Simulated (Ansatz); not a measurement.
Ni₇Ge₄:
```
CELL_PARAMETERS angstrom
      3.93007     0.00000     0.00000
     -1.96503     3.40354     0.00000
      0.00000     0.00000     9.87510
ATOMIC_POSITIONS crystal
  Ni 0.00000 0.00000 0.37354
  Ni 0.00000 0.00000 0.62646
  Ni 0.00000 0.00000 0.87847
  Ni 0.00000 0.00000 0.12153
  Ni 0.66667 0.33333 0.50000
  Ni 0.33333 0.66667 0.24549
  Ni 0.33333 0.66667 0.75451
  Ge 0.66667 0.33333 0.24152
  Ge 0.66667 0.33333 0.75848
  Ge 0.33333 0.66667 0.00000
  Ge 0.33333 0.66667 0.50000
```

Relaxed with PBEsol. Special points in fractions of this cell's reciprocal vectors: Γ (0.000, 0.000, 0.000); M (0.500, 0.000, 0.000); K (0.333, 0.333, 0.000); A (0.000, 0.000, 0.500); L (0.500, 0.000, 0.500); H (0.333, 0.333, 0.500).

**Question.** List the band energies nearest the Fermi level at these points for the program Ansatz at the PBEsol with spin–orbit coupling level (PAW).

**Answer.** In eV from the Fermi level; about four levels below and three above (degenerate sets whole), none deeper than 8.9 eV; points with the same levels are listed once.

```
k                    below                above
-  -----------------------  -------------------
Γ  -0.69 -0.69 -0.67 -0.67  0.24 0.24 1.22 1.22
M  -0.78 -0.78 -0.56 -0.56  0.58 0.58 0.70 0.70
K  -0.59 -0.59 -0.17 -0.13       0.23 0.32 0.79
A  -0.80 -0.80 -0.76 -0.76  0.21 0.21 0.89 0.89
L  -0.43 -0.43 -0.16 -0.16  1.27 1.27 1.86 1.86
H  -0.65 -0.65 -0.11 -0.05       0.01 0.04 0.18
```

Space group P-6m2. The workflow started from a Materials Project entry (that database holds measured and hypothetical structures alike); the Crystallography Open Database copy checked does not list it. Its standing as an ambient phase is unchecked. Symmetry was held in the PBEsol relaxation; of distortions, only those at the zone centre were tested. The run is not spin-polarised.

Potentials: the later of the program's two PAW sets.
